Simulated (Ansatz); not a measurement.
Zn (diamond, space group No. 227) at seven volumes, PBE in the plane-wave PAW code Ansatz, scaled uniformly. One row is withheld.

| V (Å³/atom) | P (GPa) |
|---|---|
| 22.553 | ? |
| 23.296 | 1.84 |
| 24.040 | 0.84 |
| 24.783 | 0.00 |
| 25.527 | -0.70 |
| 26.270 | -1.28 |
| 27.013 | -1.76 |

Question: Fit the shown pressures and predict the withheld one.

Answer: Third-order Birch–Murnaghan: P = (3/2)B₀(x^(7/2) − x^(5/2))[1 + (3/4)(B′ − 4)(x − 1)] with x = (V₀/V)^(2/3). Least squares on the six rows gives V₀ = 24.783 Å³/atom, B₀ = 25.43 GPa, B′ = 5.08. At V = 22.553, x = 1.0649 and P = 3.05 GPa. The run itself gave 3.07 GPa.

Space group Fd-3m (diamond). The start of the workflow was typed in or built on a structure type; neither database checked (COD, Materials Project) lists it. It is not the phase usual at ambient conditions (space group No. 194). The PBE relaxation kept the symmetry of its start; whether a distortion lowers the energy is not shown.

Potentials: the earlier of the program's two PAW sets.
